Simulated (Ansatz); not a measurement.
MoPt3:
```xyz
4
Lattice="2.7566 0.0000 0.0000 0.0000 4.5031 0.0000 0.0000 0.0000 4.8302" Properties=species:S:1:pos:R:3 pbc="T T T"
Mo     0.0000     0.0000     0.7658
Pt     1.3783     2.2515     1.6349
Pt     1.3783     0.0000     3.1730
Pt     0.0000     2.2515     4.0868
```

Relaxed with PBEsol. Special points in fractions of this cell's reciprocal vectors: Γ (0.000, 0.000, 0.000); X (0.500, 0.000, 0.000); S (0.500, 0.500, 0.000); Y (0.000, 0.500, 0.000); Z (0.000, 0.000, 0.500); U (0.500, 0.000, 0.500); R (0.500, 0.500, 0.500); T (0.000, 0.500, 0.500).

Task: List the band energies nearest the Fermi level at these points for PBEsol in the plane-wave PAW code Ansatz.

Result: In eV from the Fermi level; about four levels below and three above (degenerate sets whole), none deeper than 8.9 eV; points with the same levels are listed once.

```tsv
k	below	above
Γ	-1.95 -0.49 -0.36 -0.19	0.84 2.10 2.35
X	-2.81 -2.81 -1.44 -0.11 -0.08	0.23 0.89 1.20
S	-2.40 -1.75 -1.49 -0.10	0.46 0.61 2.12
Y	-1.12 -1.10 -1.02 -0.16	0.07 0.17 1.34
Z	-1.96 -1.96 -0.77 -0.31	0.94 2.14 5.32
U	-2.59 -1.87 -0.22 -0.11	0.46 0.73 1.67
R	-1.12 -1.11 -0.34 -0.12	0.06 0.17 0.84
T	-1.26 -1.07 -0.40 -0.04	0.96 1.35 1.39
```

Space group Pmm2. The workflow started from a Materials Project entry (that database holds measured and hypothetical structures alike); the Crystallography Open Database copy checked does not list it. With Mo and Pt taken as one species the cell has the higher symmetry P6_3/mmc, so it may be an ordered model of a mixed-site phase. Whether it is the stable phase at ambient conditions was not checked. Symmetry was held in the PBEsol relaxation; whether a distortion lowers the energy is not shown. The run is not spin-polarised. Spin–orbit coupling is left out wherever it is not named.

Potentials: the later of the program's two PAW sets.
